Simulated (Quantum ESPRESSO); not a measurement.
```cif
data_Cs2Se
_chemical_formula_sum 'Se1 Cs2'
_space_group_name_H-M_alt 'P 1'
_space_group_IT_number 1
_cell_length_a 5.67705
_cell_length_b 5.67705
_cell_length_c 5.67705
_cell_angle_alpha 60.094
_cell_angle_beta 60.094
_cell_angle_gamma 60.094
loop_
_space_group_symop_operation_xyz
  'x, y, z'
loop_
_atom_site_label
_atom_site_type_symbol
_atom_site_fract_x
_atom_site_fract_y
_atom_site_fract_z
_atom_site_occupancy
Se1 Se 0.00000 0.00000 0.00000 1
Cs1 Cs 0.74969 0.74969 0.74969 1
Cs2 Cs 0.25031 0.25031 0.25031 1
```

The PBEsol cell relaxed from Materials Project entry mp-1011695 was given an isotropic strain of -3 % on all lattice vectors, and the atoms were relaxed again.

**Question.** What does norm-conserving PBEsol (Quantum ESPRESSO, 86 Ry, without SOC) give for the electronic structure near the Fermi level?

**Answer.** The PBEsol gap is indirect, 2.01 eV, from F to Γ; the smallest direct gap is 2.58 eV. Spin-orbit splittings are left out.

The structure is a Materials Project entry; no match was found in the copy of COD used, and its stability was not checked.
